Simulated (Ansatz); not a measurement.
Pt:
```
Pt
1.0
    2.58717     0.00000     0.00000
    0.00000     2.58717     0.00000
    0.00000     0.00000     2.58717
Pt
1
Cartesian
  0.00000   0.00000   0.00000
```

Relaxed with PBEsol. Special points in fractions of this cell's reciprocal vectors: Γ (0.000, 0.000, 0.000); X (0.000, 0.500, 0.000); M (0.500, 0.500, 0.000); R (0.500, 0.500, 0.500).

**Question.** List the band energies nearest the Fermi level at these points for the program Ansatz at the PBEsol level (PAW).

**Answer.** In eV from the Fermi level; about four levels below and three above (degenerate sets whole), none deeper than 8.9 eV; … stands for higher levels left out; points with the same levels are listed once.

| k | below | above |
|---|---|---|
| Γ | -8.87 -6.04 -6.04 | … |
| X | -5.43 -1.99 -1.99 -0.77 | … |
| M | -6.23 -4.93 -1.57 -1.57 | 2.03 … |
| R | -5.16 -5.16 -5.16 | 2.18 2.18 … |

Space group Pm-3m (simple cubic). A made-up cell: these elements were put on the sites of a structure type; neither database checked (COD, Materials Project) lists it. It is not the phase usual at ambient conditions (space group No. 225). The PBEsol relaxation kept the symmetry of its start; its stability against distortions is not shown here. The run is not spin-polarised. Scalar-relativistic: spin–orbit coupling is off unless named, which matters more the heavier the elements.

Potentials: the later of the program's two PAW sets.
